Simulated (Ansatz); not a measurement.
**Computed properties of Hf**

Hf (diamond, Fd-3m), a = b = c = 6.369 Å, α = β = γ = 90.00°; the cell used has 2 atoms.

Space group Fd-3m (No. 227), diamond; conventional cell a = 6.3695 Å, b = 6.3695 Å, c = 6.3695 Å, α = 90.00°, β = 90.00°, γ = 90.00°.

Method: PBEsol (plane waves, PAW; program Ansatz). Structure relaxed to zero pressure with the same functional. Other levels are named where they apply.

Cell and energy:

- Volume per atom: 32.30 Å³
- Density: 9.18 g/cm³

Electronic structure:

Electronic character: metallic (no gap)
Density of states at the Fermi level: 2.7 states/eV per atom (mean over ±0.08 eV)
Gap with spin–orbit coupling: none (metallic)

Mechanics:

Bulk modulus (Birch–Murnaghan fit): 30.8 GPa
Pressure derivative B′: 2.2
Elastic constants (relaxed ions, GPa): C11 = -34.7, C12 = 61.9, C44 = -300
Mechanical stability: unstable (C has a negative eigenvalue)

Phonons:

- Highest zone-centre frequency = 63 cm⁻¹
- Zone-centre stability = no imaginary mode at Γ

The start of the workflow was typed in or built on a structure type; neither database checked (COD, Materials Project) lists it. It is not the phase usual at ambient conditions (space group No. 194). The cell was relaxed with PBEsol under the symmetry of its start. No spin polarisation was allowed. As this level gives no gap, shear constants depend on the k-mesh and smearing (Fermi–Dirac, 0.1 eV here). As this level gives no gap, phonon frequencies hold no LO–TO term and depend on the k-mesh and smearing (Fermi–Dirac, 0.1 eV here). Scalar-relativistic: spin–orbit coupling is off unless named, which matters more the heavier the elements.

Potentials: the later of the program's two PAW sets.
